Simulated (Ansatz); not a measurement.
**Guessed and relaxed cells of Mg2Be**

A trial structure of Mg2Be was built thus: ordered superstructure of omega (P6/mmm, No. 191) (sublattice all; occupants of the shared sites, in ratio, Be: 1, Mg: 2). Lengths were set from tabulated atomic sizes, so they are only a guess.

POSCAR.start

```
Mg Be
1.0
     4.63411    0.00000    0.00000
    -2.31705    4.01326    0.00000
     0.00000    0.00000    2.84071
Mg Be
2 1
Direct
  0.33333 0.66667 0.50000
  0.66667 0.33333 0.50000
  0.00000 0.00000 0.00000
```

Theory: DFT PBE, scalar-relativistic, plane waves, PAW (Ansatz). Cutoff 420 eV, Gaussian smearing, Γ-centred meshes. Cell and atoms relax on a converged mesh. In metals the finer mesh still leaves noise of several meV/atom or more. The steps can't lower the symmetry of their start. No spin polarisation.

POSCAR.end

```
Mg Be
1.0
     4.70711    0.00000    0.00000
    -2.35355    4.07647    0.00000
     0.00000    0.00000    2.76280
Mg Be
2 1
Direct
  0.33333 0.66667 0.50000
  0.66667 0.33333 0.50000
  0.00000 0.00000 0.00000
```

The symmetry stays P6/mmm (No. 191). The volume per atom stays near 17.7 Å³. The shortest distance goes from 2.68 Å (Mg–Mg) to 2.72 Å (Mg–Mg).

```yaml
Volume_per_atom: 17.67 Å³
Density: 1.80 g/cm³
Formation_energy: +0.52 eV/atom
Gap_on_the_12×12×16_mesh_of_the_3-atom_cell: 0 eV (a metal)
```

The zero of energy is the elements' standard structures at the same level; no fitted shifts are applied. The separate elements lie lower, so it is unstable against them.

The last run used Gaussian smearing of 0.10 eV. Symmetry constrained the relaxation, so the result can be a saddle point. In all, the 2 runs took 64 s on 1 thread of Arm Neoverse N1 (shared host).
